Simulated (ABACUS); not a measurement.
## Small calculations from the output for HfW₂ (Fd-3m, 24 atoms in the cell; from Materials Project mp-1400, lattice scaled a little)

```
HfW2
1.0
    7.40671     0.00000     0.00000
    0.00000     7.40671     0.00000
    0.00000     0.00000     7.40671
Hf W
8 16
Cartesian
  3.70335   0.00000   3.70335
  1.85168   1.85168   1.85168
  3.70335   3.70335   0.00000
  1.85168   5.55503   5.55503
  0.00000   0.00000   0.00000
  5.55503   1.85168   5.55503
  0.00000   3.70335   3.70335
  5.55503   5.55503   1.85168
  0.92584   4.62919   0.92584
  0.92584   6.48087   2.77752
  2.77752   6.48087   0.92584
  2.77752   4.62919   2.77752
  0.92584   0.92584   4.62919
  0.92584   2.77752   6.48087
  2.77752   2.77752   4.62919
  2.77752   0.92584   6.48087
  4.62919   4.62919   4.62919
  4.62919   6.48087   6.48087
  6.48087   6.48087   4.62919
  6.48087   4.62919   6.48087
  4.62919   0.92584   0.92584
  4.62919   2.77752   2.77752
  6.48087   2.77752   0.92584
  6.48087   0.92584   2.77752
```

Method: LDA (PW92), numerical atomic orbitals TZDP (confined pseudo-atomic orbitals; energy shift 0.003 Ry), PseudoDojo 0.4 standard norm-conserving LDA (tails mended) pseudopotentials (ABACUS).

Main settings: basis = TZDP numerical atomic orbitals, energy shift 0.003 Ry; KPT = Gamma 5 5 5 0 0 0; basis_type = lcao; dft_functional = PWLDA; ecutwfc = 100 Ry; smearing_method = fd; smearing_sigma = 0.00734986 Ry; potentials = PseudoDojo 0.4 standard norm-conserving LDA (tails mended).

The atom-centred basis is finite, which shifts total energies and pressures against plane waves. The structure comes from a collection of computed structures, made at another level of theory; the collection holds predicted forms beside known ones. Its lattice was then scaled.

With Fermi-Dirac occupations of width kT = 0.1000 eV the run gave E = -45340.1931 eV and F = E − TS = -45340.5353 eV for the cell.

Q: Extrapolate the energy to zero width, and estimate the density of states at the Fermi level.

A: TS = E − F = 0.3422 eV. To second order in the width E rises and F falls by the same amount, so E(0) ≈ (E + F)/2 = -45340.3642 eV. The Sommerfeld expansion gives TS = (π²/3) g (kT)², so g ≈ 3 × 0.3422/(π² × 0.1000²) = 10.40 states/eV for the cell, 0.43 an atom (both spins). This g is a mean over a few kT around the Fermi level on this mesh. It implies a bare coefficient γ = (π²/3) k_B² g = 2.357 × 0.43 = 1.0 mJ/(mol K²) for a mole of atoms, without any enhancement by phonons or spin fluctuations.

The atomic orbitals were generated for these runs; they are not ABACUS's published sets and were checked against plane waves on a few crystals only.

“Tails mended”: in these copies of the files the far tail of each local potential was reset to the Coulomb form.
